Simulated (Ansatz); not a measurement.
**Relaxation path: hcp Hf (0001), 4 layers**

DFT, PBE, PAW with Ansatz's default frozen-core files, scalar-relativistic (Ansatz 0.2.0); a Γ-centred 12×12×1 k mesh, Fermi–Dirac smearing of 0.1 eV, no spin polarisation. The run relaxes the atoms in the fixed cell.

Command: `ansatz run input.yaml --threads 2 --pin off --max-ram 4096MiB --backend cpu --events-out ev --progress --plain --runs-dir out` It took 49 s on 2 threads of Intel(R) Xeon(R) Platinum 8259CL CPU @ 2.50GHz (Skylake/Cascade Lake) (shared host), peak memory 0.6 GiB.

```yaml
crystal:
  lattice:
    - [3.2032284299, 0.0, 0.0]
    - [-1.601614215, 2.7740771944, 0.0]
    - [0.0, 0.0, 20.6094]
  atoms:
    - { symbol: Hf, position: [0.833333333, 0.166666667, 0.3153890305] }
    - { symbol: Hf, position: [0.166666667, 0.833333333, 0.4384630104] }
    - { symbol: Hf, position: [0.833333333, 0.166666667, 0.5615369896] }
    - { symbol: Hf, position: [0.166666667, 0.833333333, 0.6846109695] }
kpoints:
  mp_grid: { grid: [12, 12, 1] }
scf:
  occupations: { method: fermi_dirac, width: 0.1 }
hamiltonian:
  xc: pbe
  pseudopotentials: { kind: paw }
output:
  forces: true
  stress: true
  eigenvalues: true
relax:
  f_tol: 0.01
  max_steps: 40
efield:
  axis: 3
  amplitude: 0
  dipole_correction: true
```

Each step lists its free energy a cell above the last geometry, and Cartesian positions (Å) with forces (eV/Å).

The first step:

```
step 1  dF = 128.32 meV
  Hf 2.4024 0.4623 6.5000   0.0000 0.0000 0.5791
  Hf -0.8008 2.3117 9.0365   0.0000 0.0000 -0.8122
  Hf 2.4024 0.4623 11.5729   0.0000 0.0000 0.8122
  Hf -0.8008 2.3117 14.1094   0.0000 0.0000 -0.5791
```

Spin–orbit coupling is left out, which matters for the heavy atoms. The cell is 1×1, so reconstructions are forbidden, and in slabs of four or five layers the relaxations can be far larger than at a real surface.

**Question.** Where does the relaxation end, and by which steps?

**Answer.** After 5 geometries, with a shortest distance of 3.003 Å. The further steps:
```
step 2  dF = 86.26 meV
  Hf 2.4024 0.4623 6.6939   0.0000 0.0000 -0.7648
  Hf -0.8008 2.3117 8.9428   0.0000 0.0000 0.8519
  Hf 2.4024 0.4623 11.6666   0.0000 0.0000 -0.8519
  Hf -0.8008 2.3117 13.9155   0.0000 0.0000 0.7648
step 3  dF = 3.43 meV
  Hf 2.4024 0.4623 6.5936   0.0000 0.0000 0.1120
  Hf -0.8008 2.3117 8.9844   0.0000 0.0000 -0.1674
  Hf 2.4024 0.4623 11.6250   0.0000 0.0000 0.1674
  Hf -0.8008 2.3117 14.0158   0.0000 0.0000 -0.1120
step 4  dF = 0.08 meV
  Hf 2.4024 0.4623 6.6015   0.0000 0.0000 0.0205
  Hf -0.8008 2.3117 8.9724   0.0000 0.0000 -0.0222
  Hf 2.4024 0.4623 11.6370   0.0000 0.0000 0.0222
  Hf -0.8008 2.3117 14.0079   0.0000 0.0000 -0.0205
step 5  dF = 0.00 meV
  Hf 2.4024 0.4623 6.6052   0.0000 0.0000 -0.0019
  Hf -0.8008 2.3117 8.9718   0.0000 0.0000 0.0002
  Hf 2.4024 0.4623 11.6376   0.0000 0.0000 -0.0002
  Hf -0.8008 2.3117 14.0042   0.0000 0.0000 0.0019
```
